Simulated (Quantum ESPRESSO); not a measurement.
## Y2Sc2In3Hf (input and log of a self-consistent run)

A calculation, not a measurement. The program is pw.x of Quantum ESPRESSO 7.5 (plane-wave density functional theory). The cell is made up: eight metal atoms on a hexagonal close-packed lattice, with elements, volume, strain and displacements drawn at random and not relaxed, so it may be unstable or far from any real phase. PseudoDojo standard norm-conserving files set the functional (PBE unless stated); there is no spin polarisation or spin-orbit coupling, the Fermi-Dirac width of 0.25 eV means electrons at about 2900 K, and the masses in the input are unused placeholders. Heavy elements are run without spin-orbit coupling, which real alloys of them have. A spin test at this wide smearing found no moment, but such smearing suppresses magnetism that the real alloy may have.

Input:

```
&control calculation='scf', pseudo_dir='./dojo.nc.sr.pbe.v0_5.standard.upf', outdir='./o', disk_io='minimal', tprnfor=.true., tstress=.true. /
&system ibrav=0, nat=8, ntyp=4, nbnd=62, ecutwfc=77.98206166, nosym=.true., tot_charge=0,
 occupations='smearing', smearing='fd', degauss=0.0183746611
/
&electrons conv_thr=1.470e-08, electron_maxstep=70, mixing_beta=0.5 /
ATOMIC_SPECIES
Hf 1.0 Hf.upf
In 1.0 In.upf
Sc 1.0 Sc.upf
Y 1.0 Y.upf
CELL_PARAMETERS angstrom
3.2799 -0.0082 0.0142
-0.0143 5.8221 0.0053
0.0471 0.0101 10.9156
ATOMIC_POSITIONS angstrom
Y -0.0262 -0.1276 -0.0423
Sc -0.0697 0.0069 5.4614
In -0.1638 1.9819 2.6118
Y -0.0202 1.8639 8.2767
In 1.5102 2.925 -0.0904
Hf 1.6821 2.8728 5.491
Sc 1.6211 4.7922 2.5097
In 1.5773 4.7714 8.0968
K_POINTS automatic
7 4 2 1 1 1
```

The log is shortened where brackets say so; the opening notice, blank lines, dates and the lines on written files are dropped, and the path of the files is cut. It prints rydbergs, bohrs and kilobars, and counts compression as positive stress. Its total energy is the free energy E - TS of the whole cell.

```
     Program PWSCF v.7.5
     Parallel version (MPI & OpenMP), running on       4 processor cores
     Number of MPI processes:                 4
     Threads/MPI process:                     1
     [start-up lines left out]
     bravais-lattice index     =            0
     lattice parameter (alat)  =       6.1982  a.u.
     unit-cell volume          =    1406.6088 (a.u.)^3
     number of atoms/cell      =            8
     number of atomic types    =            4
     number of electrons       =        95.00
     number of Kohn-Sham states=           62
     kinetic-energy cutoff     =      77.9821  Ry
     charge density cutoff     =     311.9282  Ry
     scf convergence threshold =      1.5E-08
     mixing beta               =       0.5000
     number of iterations used =            8  plain     mixing
     Exchange-correlation= PBE
                           (   1   4   3   4   0   0   0)
     [axes and pseudopotential details left out]
   Cartesian axes
     site n.     atom                  positions (alat units)
         1        Y      tau(   1) = (  -0.0079879  -0.0389031  -0.0128966  )
         2        Sc     tau(   2) = (  -0.0212504   0.0021037   1.6650909  )
         3        In     tau(   3) = (  -0.0499399   0.6042487   0.7962948  )
         4        Y      tau(   4) = (  -0.0061586   0.5682724   2.5234295  )
         5        In     tau(   5) = (   0.4604351   0.8917843  -0.0275615  )
         6        Hf     tau(   6) = (   0.5128446   0.8758694   1.6741155  )
         7        Sc     tau(   7) = (   0.4942467   1.4610629   0.7651662  )
         8        In     tau(   8) = (   0.4808928   1.4547213   2.4685810  )
     number of k points=    28  Fermi-Dirac smearing, width (Ry)=  0.0184
                       cart. coord. in units 2pi/alat
        k(    1) = (   0.0712822   0.0705271   0.0747477), wk =   0.0714286
        k(    2) = (   0.0719330   0.0706655  -0.0754963), wk =   0.0714286
     [further k points left out]
     Dense  grid:   130959 G-vectors     FFT dimensions: (  36,  64, 120)
     Estimated max dynamical RAM per process >     325.02 MB
     Estimated total dynamical RAM >       1.18 GB
     Initial potential from superposition of free atoms
     starting charge      94.9723, renormalised to      95.0000
     Starting wfcs are   77 randomized atomic wfcs
     total cpu time spent up to now is        6.1 secs
     per-process dynamical memory:   230.1 Mb
     Self-consistent Calculation
     iteration #  1     ecut=    77.98 Ry     beta= 0.50
     Davidson diagonalization with overlap
     ethr =  1.00E-02,  avg # of iterations =  2.2
     Threshold (ethr) on eigenvalues was too large:
     Diagonalizing with lowered threshold
     Davidson diagonalization with overlap
     ethr =  5.94E-04,  avg # of iterations =  4.3
     total cpu time spent up to now is       25.5 secs
     total energy              =    -868.17880860 Ry
     estimated scf accuracy    <       0.54713088 Ry
     iteration #  2     ecut=    77.98 Ry     beta= 0.50
     Davidson diagonalization with overlap
     ethr =  5.76E-04,  avg # of iterations = 11.2
     total cpu time spent up to now is       41.6 secs
     total energy              =    -867.22889495 Ry
     estimated scf accuracy    <      25.36004498 Ry
     iteration #  3     ecut=    77.98 Ry     beta= 0.50
     Davidson diagonalization with overlap
     ethr =  5.76E-04,  avg # of iterations =  9.0
     total cpu time spent up to now is       55.7 secs
     total energy              =    -868.31406388 Ry
     estimated scf accuracy    <       1.46726889 Ry
     iteration #  4     ecut=    77.98 Ry     beta= 0.50
     Davidson diagonalization with overlap
     ethr =  5.76E-04,  avg # of iterations =  4.2
     total cpu time spent up to now is       66.1 secs
     total energy              =    -868.38711516 Ry
     estimated scf accuracy    <       1.48449461 Ry
     iteration #  5     ecut=    77.98 Ry     beta= 0.50
     Davidson diagonalization with overlap
     ethr =  5.76E-04,  avg # of iterations =  1.8
     total cpu time spent up to now is       75.0 secs
     total energy              =    -868.46060919 Ry
     estimated scf accuracy    <       0.04225453 Ry
     [iterations 6 to 11 left out]
     iteration # 12     ecut=    77.98 Ry     beta= 0.50
     Davidson diagonalization with overlap
     ethr =  6.97E-09,  avg # of iterations =  8.0
     total cpu time spent up to now is      154.3 secs
     total energy              =    -868.46969373 Ry
     estimated scf accuracy    <       0.00000672 Ry
     iteration # 13     ecut=    77.98 Ry     beta= 0.50
     Davidson diagonalization with overlap
     ethr =  6.97E-09,  avg # of iterations =  2.0
     total cpu time spent up to now is      163.2 secs
     total energy              =    -868.46969418 Ry
     estimated scf accuracy    <       0.00000899 Ry
     iteration # 14     ecut=    77.98 Ry     beta= 0.50
     Davidson diagonalization with overlap
     ethr =  6.97E-09,  avg # of iterations =  1.0
     total cpu time spent up to now is      171.4 secs
     total energy              =    -868.46969451 Ry
     estimated scf accuracy    <       0.00000080 Ry
     iteration # 15     ecut=    77.98 Ry     beta= 0.50
     Davidson diagonalization with overlap
     ethr =  8.41E-10,  avg # of iterations =  2.0
     total cpu time spent up to now is      180.4 secs
     total energy              =    -868.46969457 Ry
     estimated scf accuracy    <       0.00000131 Ry
     iteration # 16     ecut=    77.98 Ry     beta= 0.50
     Davidson diagonalization with overlap
     ethr =  8.41E-10,  avg # of iterations =  1.0
     total cpu time spent up to now is      188.6 secs
     End of self-consistent calculation
     [lines on levels left out]
!    total energy              =    -868.46969463 Ry
     estimated scf accuracy    <       0.00000001 Ry
     smearing contrib. (-TS)   =      -0.12996043 Ry
     internal energy E=F+TS    =    -868.33973420 Ry
     The total energy is F=E-TS. E is the sum of the following terms:
     one-electron contribution =    -243.55600247 Ry
     hartree contribution      =     168.41233371 Ry
     xc contribution           =    -212.92935125 Ry
     ewald contribution        =    -580.26671420 Ry
     convergence has been achieved in  16 iterations
     Forces acting on atoms (cartesian axes, Ry/au):
     atom    1 type  4   force =    -0.00334826    0.01092152   -0.01284916
     atom    2 type  3   force =     0.00675233   -0.00521812   -0.00322810
     atom    3 type  2   force =     0.00504729   -0.01989777    0.02304872
     atom    4 type  4   force =    -0.00139895    0.01378170   -0.03239909
     atom    5 type  2   force =     0.00539973   -0.00665179    0.01548266
     atom    6 type  1   force =    -0.00849971    0.00752965   -0.02322416
     atom    7 type  3   force =    -0.00670366    0.00302063    0.04728811
     atom    8 type  2   force =     0.00275123   -0.00348583   -0.01411898
     Total force =     0.077870     Total SCF correction =     0.000298
     Computing stress (Cartesian axis) and pressure
          total   stress  (Ry/bohr**3)                   (kbar)     P=      -11.10
   0.00005443  -0.00000352   0.00000300            8.01       -0.52        0.44
  -0.00000352  -0.00021933  -0.00004157           -0.52      -32.27       -6.11
   0.00000300  -0.00004157  -0.00006144            0.44       -6.11       -9.04
     init_run     :      5.57s CPU      5.77s WALL (       1 calls)
     electrons    :    181.87s CPU    182.53s WALL (       1 calls)
     forces       :      1.56s CPU      1.59s WALL (       1 calls)
     stress       :      5.15s CPU      5.15s WALL (       1 calls)
     [timing details left out]
     PWSCF        :   3m14.46s CPU   3m15.42s WALL
     JOB DONE.
```

In other units: free energy -11816.132 eV for the cell, pressure -1.11 GPa, largest force component 1.216 eV/Å in size. The run took 197 s of wall time with four MPI processes on a shared machine (Intel Xeon, older, virtual cores), so the time is rough. A rerun of this cell at a higher cutoff and on a denser mesh moved values by no more than 0.025 eV in energy, 0.30 GPa in stress and 0.015 eV/Å in force, and a second program with other atomic files agreed on that cell to 2 % rms in force and 0.5 GPa in pressure.